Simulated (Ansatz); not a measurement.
A plane-wave run on Ca₂As

The input, for Ansatz 0.2.0 (plane waves, PAW):

```yaml
crystal:
  lattice:
    - [2.82956, 4.90094, 0.0]
    - [-2.82956, 4.90094, 0.0]
    - [0.0, 0.0, 7.369085]
  atoms:
    - { symbol: As, position: [0.3333, 0.3334, 0.276] }
    - { symbol: As, position: [0.6666, 0.6667, 0.776] }
    - { symbol: Ca, position: [0.0, 0.0, 0.028] }
    - { symbol: Ca, position: [0.0, 0.0, 0.528] }
    - { symbol: Ca, position: [0.3333, 0.3334, 0.796] }
    - { symbol: Ca, position: [0.6666, 0.6667, 0.296] }
  symmetry: { tolerance: 0.0003 }
kpoints:
  mp_grid: { grid: [7, 7, 5], shift: [0, 0, 0] }
  band_path:
    path:
      - [0.0, 0.0, 0.0]
      - [0.49999998, -9.0e-08, 0.0]
      - [0.66666658, 0.3333332, 0.0]
      - [0.0, 0.0, 0.0]
      - [0.0, 0.0, 0.5]
      - [0.49999998, -9.0e-08, 0.5]
      - [0.66666658, 0.3333332, 0.5]
      - [0.0, 0.0, 0.5]
      - [0.49999998, -9.0e-08, 0.5]
      - [0.49999998, -9.0e-08, 0.0]
      - [0.66666658, 0.3333332, 0.5]
    npoints: 6
magnetization:
  spin_polarized: false
scf:
  occupations: { method: gaussian, width: 0.0767 }
  lower_state_search: "off"
  max_iter: 200
hamiltonian:
  pseudopotentials: { kind: paw }
  xc: pbesol
basis:
  ecutwfc: 420
  fft_grid_basis: typed
output:
  forces: true
  stress: true
  eigenvalues: true
  bader: true
  populations: true
  elf: true
  write_potential: true
  volumetric_format: npy
  dos:
    e_range: [-12, 8]
    de: 0.05
    projected: { site_lists: { As: [As], Ca: [Ca] } }
checkpoint:
  read: saved_state
```

The saved state is an earlier solution for the same cell, perhaps on another mesh. 

Excerpt of what it printed:

```
Free energy (F): -16804.1120 eV
Harris-Foulkes:  -16804.1120 eV  (|F-HF|=4.46e-9)
Internal energy: -16804.0933 eV  (E = F + TS)
E sigma→0 (E₀):  -16804.1026 eV
Entropy (-TS):   -0.0187 eV (-3.114 meV/atom)
Fermi energy:    6.5283 eV
--- Forces (eV/Å), atoms counted from 1 ---
  atom   1  As     0.0000     0.0000    -0.0688
  atom   2  As     0.0000     0.0000    -0.0688
  atom   3  Ca     0.0000     0.0000     0.1308
  atom   4  Ca     0.0000     0.0000     0.1308
  atom   5  Ca     0.0000     0.0000    -0.0620
  atom   6  Ca     0.0000     0.0000    -0.0620
--- Stress (GPa, compression-positive) ---
       -6.5477       0.0000       0.0000
        0.0000      -6.5477       0.0000
        0.0000       0.0000      -5.9959
  P = ⅓ Tr σ = -6.3638 GPa (-63.638 kbar)
--- Bader charges: 6 sites ---
  site symbol  charge [e]  shift [e]
     0     As     -2.1737     0.0000
     1     As     -2.1737     0.0000
     2     Ca      0.9337     0.0000
     3     Ca      0.9336     0.0000
     4     Ca      1.2400     0.0000
     5     Ca      1.2401     0.0000
```

Total energies depend on the potentials used, so only differences within one code and one set of settings carry meaning.

Origin: a known structure type with other elements, at an estimated volume, so it need not be a known compound. Caveats: many states at the Fermi level without spin polarisation, so a magnetic state may lie lower.
